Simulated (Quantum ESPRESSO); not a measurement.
Band energies of PtS$_{2}$

```
CELL_PARAMETERS angstrom
      3.54874     0.00000     0.00000
     -1.77437     3.07330     0.00000
      0.00000     0.00000     5.59707
ATOMIC_POSITIONS crystal
  S  0.66667 0.33333 0.77966
  S  0.33333 0.66667 0.22034
  Pt 0.00000 0.00000 0.00000
```

PBE (pw.x of Quantum ESPRESSO, ONCV potentials, no spin-orbit coupling); path ΓMKΓALHA,LM,KH; energies in eV from the valence-band maximum.

```
k (1/Å)  point  band 11  band 12  band 13  band 14  band 15  band 16  band 17  band 18
-------  -----  -------  -------  -------  -------  -------  -------  -------  -------
0.00         Γ    -3.29    -1.50    -0.65    -0.65    -0.15     2.71     2.71     5.48
0.34              -3.51    -2.20    -0.74    -0.63    -0.08     1.79     2.47     6.45
0.80              -3.24    -2.65    -2.00    -1.71    -1.36     2.05     2.68     5.50
1.02         M    -2.58    -2.51    -2.50    -2.35    -2.01     2.16     2.78     5.52
1.26              -3.64    -2.68    -2.59    -1.90    -1.15     1.98     2.11     5.73
1.61         K    -3.93    -2.90    -2.50    -1.00    -1.00     1.40     1.40     5.81
1.72              -3.97    -2.83    -2.50    -1.29    -0.77     1.30     1.60     5.83
2.04              -4.20    -2.48    -1.96    -1.57    -0.21     1.34     2.25     6.18
2.47              -3.64    -2.15    -0.73    -0.64    -0.02     1.96     2.30     6.61
2.79         Γ    -3.29    -1.50    -0.65    -0.65    -0.15     2.71     2.71     5.48
2.90              -3.29    -1.52    -0.66    -0.66    -0.24     2.73     2.73     5.44
3.35         A    -3.30    -1.90    -0.86    -0.74    -0.74     2.92     2.92     5.76
3.76              -3.57    -2.28    -1.12    -0.65    -0.14     1.43     2.39     6.29
4.07              -3.39    -2.48    -1.82    -1.32    -0.76     1.83     2.31     5.35
4.38         L    -2.61    -2.58    -2.35    -2.18    -1.36     2.40     2.58     5.17
4.47              -2.82    -2.59    -2.55    -1.86    -1.35     2.32     2.58     5.26
4.87              -3.87    -2.87    -2.84    -1.36    -1.23     2.04     2.32     6.91
4.97         H    -3.84    -2.94    -2.87    -1.29    -1.29     2.17     2.17     7.09
5.24              -3.95    -2.53    -2.36    -1.63    -0.93     1.87     2.30     6.72
5.60              -4.10    -2.43    -1.00    -0.79    -0.48     1.42     1.94     6.64
5.87              -3.55    -1.92    -1.48    -0.62    -0.06     2.01     2.54     6.64
6.15         A    -3.30    -1.90    -0.86    -0.74    -0.74     2.92     2.92     5.76
6.15         L    -2.61    -2.58    -2.35    -2.18    -1.36     2.40     2.58     5.17
6.60              -2.58    -2.53    -2.49    -2.30    -1.96     2.21     2.74     5.40
6.71         M    -2.58    -2.51    -2.50    -2.35    -2.01     2.16     2.78     5.52
6.71         K    -3.93    -2.90    -2.50    -1.00    -1.00     1.40     1.40     5.81
6.90              -3.91    -2.90    -2.60    -1.08    -1.08     1.59     1.59     6.07
7.27         H    -3.84    -2.94    -2.87    -1.29    -1.29     2.17     2.17     7.09
```

The PBE gap is 1.22 eV; at least one edge lies off the plotted path, at a point of the SCF mesh. The smallest direct gap is 1.25 eV.

Spin-orbit coupling is left out, which matters for elements this heavy: edges can move by tenths of an eV.

Geometry of the Materials Project entry, not relaxed at this level.

The distance between layers or molecules is the database entry's, not relaxed here. Functionals without dispersion can leave it too large, which widens gaps and weakens the response across layers: the numbers belong to this cell.
